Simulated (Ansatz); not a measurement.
CrB$_{4}$:
```xyz
10
Lattice="4.6815 0.0000 0.0000 0.0000 5.4476 0.0000 0.0000 0.0000 2.8271" Properties=species:S:1:pos:R:3 pbc="T T T"
Cr     2.3407     2.7238     1.4135
Cr     0.0000     0.0000     0.0000
B      3.1063     4.7290     1.4135
B      1.5752     0.7187     1.4135
B      0.7656     3.4425     0.0000
B      3.9159     2.0051     0.0000
B      3.3962     0.9807     1.4135
B      1.2853     4.4669     1.4135
B      1.0555     1.7431     0.0000
B      3.6260     3.7046     0.0000
```

Relaxed with PBEsol. Special points in fractions of this cell's reciprocal vectors: Γ (0.000, 0.000, 0.000); X (0.500, 0.000, 0.000); S (0.500, 0.500, 0.000); Y (0.000, 0.500, 0.000); Z (0.000, 0.000, 0.500); U (0.500, 0.000, 0.500); R (0.500, 0.500, 0.500); T (0.000, 0.500, 0.500).

Problem. List the band energies nearest the Fermi level at these points for DFT-PBEsol in the program Ansatz with PAW potentials.

Solution. In eV from the Fermi level; about four levels below and three above (degenerate sets whole), none deeper than 8.9 eV; points with the same levels are listed once.

| k | below | above |
|---|---|---|
| Γ | -2.35 -1.86 -0.79 -0.72 | 0.05 0.24 0.59 |
| X | -1.43 -1.43 -1.26 -1.26 | 1.76 1.76 1.79 1.79 |
| S | -1.95 -1.95 -0.19 -0.19 | 0.24 0.24 2.34 2.34 |
| Y | -1.84 -1.84 -0.49 -0.49 | 1.47 1.47 1.82 1.82 |
| Z | -2.95 -2.95 -0.78 -0.78 | 1.52 1.52 1.60 1.60 |
| U | -1.87 -1.87 -0.63 -0.63 | 0.92 0.92 1.63 1.63 |
| R | -2.61 -2.61 -1.39 -1.39 | 1.03 1.03 1.51 1.51 |
| T | -3.56 -3.56 -2.01 -2.01 | 1.54 1.54 2.19 2.19 |

Space group Pnnm. The first step of the workflow began from a Materials Project structure, measured or hypothetical; the Crystallography Open Database copy checked does not list it. COD files the formula under space group No. 71. Its standing as an ambient phase is unchecked. Symmetry was held in the PBEsol relaxation; whether a distortion lowers the energy is not shown. No spin polarisation was allowed.

Potentials: the later of the program's two PAW sets.
